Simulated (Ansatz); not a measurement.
SiNF:
```cif
data_F2N2Si2
_chemical_formula_sum 'Si2 N2 F2'
_space_group_name_H-M_alt 'P 1'
_space_group_IT_number 1
_cell_length_a 2.89030
_cell_length_b 4.85380
_cell_length_c 4.82633
_cell_angle_alpha 90.000
_cell_angle_beta 90.000
_cell_angle_gamma 90.000
loop_
_space_group_symop_operation_xyz
  'x, y, z'
loop_
_atom_site_label
_atom_site_type_symbol
_atom_site_fract_x
_atom_site_fract_y
_atom_site_fract_z
_atom_site_occupancy
Si1 Si 0.00000 0.38914 0.99165 1
N1 N 0.50000 0.48330 0.82449 1
F1 F 0.00000 0.06289 0.01720 1
Si2 Si 0.50000 0.61086 0.49165 1
N2 N 0.00000 0.51670 0.32449 1
F2 F 0.50000 0.93711 0.51720 1
```

Relaxed with plane-wave PAW r²SCAN+D4 (Ansatz code). Indices refer to the conventional cell of Pmn2_1, a = 2.890 Å, b = 4.854 Å, c = 4.826 Å, α = β = γ = 90.00°.

Task: Simulate the powder diffraction pattern (Cu Kα1, λ = 1.54056 Å; lines above 1 %) up to 2θ = 90°.

Result: Simulated powder pattern, Cu Kα1, λ = 1.54056 Å (kinematic, ideal powder, no thermal factors, no anomalous dispersion; the 30 strongest lines at most, above 1 %, up to 2θ = 90°):

| 2θ (°) | d (Å) | I/Imax (%) | hkl |
|---|---|---|---|
| 18.26 | 4.854 | 57 | (010) |
| 26.01 | 3.422 | 95 | (011) |
| 36.14 | 2.483 | 31 | (110) |
| 36.20 | 2.480 | 100 | (101) |
| 37.01 | 2.427 | 25 | (020) |
| 37.23 | 2.413 | 40 | (002) |
| 40.83 | 2.208 | 5.2 | (111) |
| 41.62 | 2.168 | 9.3 | (021) |
| 41.77 | 2.161 | 9.3 | (012) |
| 48.97 | 1.859 | 3.3 | (120) |
| 52.73 | 1.734 | 9.3 | (121) |
| 52.86 | 1.731 | 22 | (112) |
| 60.28 | 1.534 | 19 | (031) |
| 60.58 | 1.527 | 5.9 | (013) |
| 63.08 | 1.472 | 6.4 | (122) |
| 64.42 | 1.445 | 14 | (200) |
| 66.13 | 1.412 | 11 | (130) |
| 66.46 | 1.406 | 24 | (103) |
| 69.29 | 1.355 | 9.7 | (131) |
| 69.57 | 1.350 | 5.9 | (113) |
| 69.95 | 1.344 | 5.0 | (032) |
| 70.70 | 1.331 | 8.5 | (211) |
| 76.68 | 1.242 | 3.4 | (220) |
| 76.82 | 1.240 | 8.0 | (202) |
| 78.41 | 1.219 | 17 | (132) |
| 78.58 | 1.216 | 5.9 | (123) |
| 79.34 | 1.207 | 4.0 | (004) |
| 79.67 | 1.203 | 3.7 | (221) |
| 84.94 | 1.141 | 5.0 | (033) |
| 89.94 | 1.090 | 7.8 | (141) |

The start of the workflow was typed in or built on a structure type; neither database checked (COD, Materials Project) lists it. Its standing as an ambient phase is unchecked. Symmetry was held in the r²SCAN+D4 relaxation; whether a distortion lowers the energy is not shown. The volume moved by -41 % from the start of the relaxation.

Potentials: the earlier of the program's two PAW sets. The files were generated under PBE; for other functionals the program regenerates the frozen cores, and for LDA and PBEsol the local potential too.
